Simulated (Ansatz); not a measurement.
Method: DFT PBE, scalar-relativistic, plane waves, PAW, and for the lanthanide a 4f-in-core norm-conserving potential, in Ansatz. Cutoff 660 eV, Γ-centred 12×12×10 mesh (6-atom cell), Gaussian smearing of 0.10 eV, no spin polarisation.

The zero of energy is the elements' standard structures at the same level; no fitted shifts are applied.

Task: Suggest a trial structure for a hexagonal metal with formula PrAl3Mo2, with a formation energy near −0.11 eV/atom and a density near 5.97 g/cm³, in a cell of 6 atoms.

Result: PrAl3Mo2, space group P6/mmm (No. 191). Pr is surrounded by 6 Mo at 3.19 Å, 12 Al at 3.52 Å and 2 Pr at 4.34 Å; Al has 4 Mo at 2.69 Å, 4 Al at 2.77 Å and 4 Pr at 3.52 Å; Mo has 6 Al at 2.69 Å, 3 Pr at 3.19 Å and 3 Mo at 3.19 Å.

```
Pr Al Mo
1.0
     5.53365    0.00000    0.00000
    -2.76682    4.79228    0.00000
     0.00000    0.00000    4.33908
Pr Al Mo
1 3 2
Direct
  0.00000 0.00000 0.00000
  0.50000 0.50000 0.50000
  0.50000 0.00000 0.50000
  0.00000 0.50000 0.50000
  0.66667 0.33333 0.00000
  0.33333 0.66667 0.00000
```

The volume per atom is 19.18 Å³ and the density is 5.97 g/cm³. The formation energy is −0.11 eV/atom. The gap on the 12×12×10 mesh of the 6-atom cell is 0 eV (a metal).

It was reached by relaxing an invented guess, and it needn't be the stable form of this composition. Other answers may fit too; this one was computed.

Trial moments died out on the coarse mesh, so the last step has no spin; another magnetic start might hold. Symmetry constrained the relaxation, so the result can be a saddle point.

The lanthanide is trivalent by construction, without f bands, f moments or other valences. The reference runs of the other elements, and any phases without the lanthanide, used 420 eV, which shifts energies against them by under 10 meV/atom. The lanthanide's reference is the lowest of its hcp, dhcp and fcc cells.
